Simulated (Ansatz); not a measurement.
Input, command and steps of an Ansatz relaxation.

```yaml
crystal:
  lattice:
    - [0.0, 2.7949352058, 2.7949352058]
    - [2.7949352058, 0.0, 2.7949352058]
    - [2.7949352058, 2.7949352058, 0.0]
  atoms:
    - { symbol: Ru, position: [0.0, 0.0, 0.0] }
    - { symbol: Se, position: [0.75, 0.75, 0.75] }
basis:
  ecutwfc: 420
kpoints:
  mp_grid: { grid: [6, 6, 6] }
hamiltonian:
  xc: pbe
scf:
  occupations: { method: gaussian, width: 0.1 }
  lower_state_search: "off"
output:
  forces: true
  stress: true
  eigenvalues: true
relax:
  adjacent_minimum: "off"
  f_tol: 0.04
  max_steps: 70
  cell: { stress_tol: 0.4 }
```

```bash
ansatz run input.yaml --threads 1 --pin off --max-ram 2560MiB --backend cpu --events-out ev --progress --plain --runs-dir out
```

All numbers below come from Ansatz 0.2.0, DFT PBE, scalar-relativistic, plane waves, PAW.

Of 4 frames 4 are shown, positions in Å and forces in eV/Å; the SCF threshold varies from step to step. Steps run on the plane waves of an earlier cell, with a Pulay correction in the pressure. The basis is chosen afresh for the last frame, the zero of the energies, and at times for earlier ones too; energy and pressure step there, also at an unchanged geometry.

```xyz
2
Lattice="0.0000 2.7949 2.7949 2.7949 0.0000 2.7949 2.7949 2.7949 0.0000" Properties=species:S:1:pos:R:3:forces:R:3 pbc="T T T" step=1 free_energy_over_end_meV_per_atom=14.37 pressure_GPa=-4.67
Ru    0.0000    0.0000    0.0000    0.0000    0.0000    0.0000
Se    4.1924    4.1924    4.1924    0.0000    0.0000    0.0000
2
Lattice="0.0000 2.7492 2.7492 2.7492 0.0000 2.7492 2.7492 2.7492 0.0000" Properties=species:S:1:pos:R:3:forces:R:3 pbc="T T T" step=2 free_energy_over_end_meV_per_atom=-0.02 pressure_GPa=0.62
Ru    0.0000    0.0000    0.0000    0.0000    0.0000    0.0000
Se    4.1237    4.1237    4.1237    0.0000    0.0000    0.0000
2
Lattice="0.0000 2.7544 2.7544 2.7544 0.0000 2.7544 2.7544 2.7544 0.0000" Properties=species:S:1:pos:R:3:forces:R:3 pbc="T T T" step=3 free_energy_over_end_meV_per_atom=-0.21 pressure_GPa=-0.06
Ru    0.0000    0.0000    0.0000    0.0000    0.0000    0.0000
Se    4.1316    4.1316    4.1316    0.0000    0.0000    0.0000
2
Lattice="0.0000 2.7544 2.7544 2.7544 0.0000 2.7544 2.7544 2.7544 0.0000" Properties=species:S:1:pos:R:3:forces:R:3 pbc="T T T" step=4 free_energy_over_end_meV_per_atom=0.00 pressure_GPa=-0.04
Ru    0.0000    0.0000    0.0000    0.0000    0.0000    0.0000
Se    4.1316    4.1316    4.1316    0.0000    0.0000    0.0000
```

The start puts this composition into another compound's structure type, which needn't suit it. At the end the space group is F-43m (tolerance 0.05 Å).

The run took 7.2 s on 1 thread of Arm Neoverse V1, with other jobs on the host, peak memory 0.31 GiB.

The k mesh is coarse.